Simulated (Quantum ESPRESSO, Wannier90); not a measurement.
## Wannierisation of InSe (R3m)

```yaml
crystal:
  lattice:
    - [-2.02335, 3.50454, 0.00000]
    - [-4.04669, 0.00000, 0.00000]
    - [-2.02335, 1.16818, 8.60852]
  atoms:
    - { symbol: In, position: [0.11035, 0.11035, 0.66895] }
    - { symbol: In, position: [0.00183, 0.00183, 0.99451] }
    - { symbol: Se, position: [0.61971, 0.61971, 0.14086] }
    - { symbol: Se, position: [0.82581, 0.82581, 0.52258] }
```

Materials Project entry mp-22691; symmetrised, unrelaxed at this level. COD (Crystallography Open Database) has the formula in 2 space groups, this one among them (matched by group alone). Method: PBEsol plane waves in Quantum ESPRESSO 7.5 (PseudoDojo norm-conserving files, 69 Ry, no spin polarisation, no spin-orbit coupling), Bloch states on a 6×6×6 mesh through Γ, Wannier90 4.0.1. Density: 10×10×10 mesh, Gaussian smearing 0.01 Ry. The cell is built of weakly bound layers, chains or molecules, whose nearest atoms lie 4.03 Å apart. Database cells relaxed without dispersion often hold them too far apart, which can enlarge gaps and weakens couplings between them; spacing and stacking were not compared with the measured crystal. Spin-orbit coupling is left out although heavy elements are present.

Valence charges of the files: In 13, Se 16. 46 bands were computed.

Isolated groups of bands, relative to the valence-band maximum (bands from 30 on overlap up to the last one computed):

```
bands  from (eV)  to (eV)  filling              weight on atomic waves
-----  ---------  -------  -------  ----------------------------------
1–10      -47.52   -47.44   filled                         Se 3d 100 %
11–20     -14.83   -14.11   filled                          In 4d 97 %
21–22     -13.37   -11.94   filled  Se 4s 68 %, In 5p 14 %, In 4d 13 %
23         -6.34    -5.83   filled  In 5s 52 %, Se 4p 30 %, In 5p 11 %
24–29      -5.62     0.00   filled   Se 4p 68 %, In 5p 21 %, In 5s 8 %
```

Wanted is a model with the orbitals In s p, Se s p, without the filled groups that are mainly made of other shells (semicore states, and anion s where it isn't named); all higher bands stay in for disentanglement.

Question: Give num_wann, exclude_bands and num_bands, and the number of electrons that the model holds.

Answer: Electrons: 2×13 + 2×16 = 58, which fill 29 bands.
num_wann = 2×4 + 2×4 = 16.
exclude_bands = 1-20, 20 bands, so num_bands = 46 − 20 = 26.
The model holds 58 − 2×20 = 18 electrons. With the window frozen to 1.83 eV it follows pw.x to 3.8 meV rms (states up to 1.3 eV relative to the valence-band maximum).
